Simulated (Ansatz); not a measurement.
The relaxed structure here is a generated cell of TaRu: the first start was made by placing the elements on the sites of a structure type, and the end was not matched to a known phase here, so it may be hypothetical.

A relaxed cell of TaRu (P-6m2 (No. 187)), relaxed on a k-mesh at least as fine as the one used below. These are PBEsol (plane waves to 420 eV, PAW, scalar-relativistic; Ansatz, an electronic-structure program) values and carry that method's errors. Γ-centred k-mesh 5×10×11 on the run's cell (coarser than for final values), Fermi–Dirac smearing 0.05 eV.

```
CELL_PARAMETERS angstrom
      7.39070     0.00000     0.00000
     -1.84768     3.20027     0.00000
      0.00000     0.00000     3.00799
ATOMIC_POSITIONS crystal
  Ta 0.00000 0.00000 0.00000
  Ta 0.50000 0.00000 0.00000
  Ru 0.33333 0.33333 0.50000
  Ru 0.83333 0.33333 0.50000
```

The atoms are displaced along an unstable phonon of this cell by (Å):

```tsv
atom	ux	uy	uz
Ta1	0.074	-0.129	0.000
Ta2	-0.074	0.129	0.000
Ru3	-0.075	0.130	0.000
Ru4	0.075	-0.130	0.000
```

**Question.** What forces (eV/Å) and pressure result?

**Answer.** 
```json
[
 {"atom": "Ta1", "Fx": "0.20", "Fy": "-0.09", "Fz": "0.00"},
 {"atom": "Ta2", "Fx": "0.02", "Fy": "0.22", "Fz": "0.00"},
 {"atom": "Ru3", "Fx": "-0.16", "Fy": "0.04", "Fz": "0.00"},
 {"atom": "Ru4", "Fx": "-0.05", "Fy": "-0.16", "Fz": "0.00"}
]
```

Pressure -1.1 GPa.

The undisplaced cell is probably no minimum: from this displacement the run went on to P4/mmm (No. 123), 0.50 eV/atom below it.

No spin polarisation in the result.
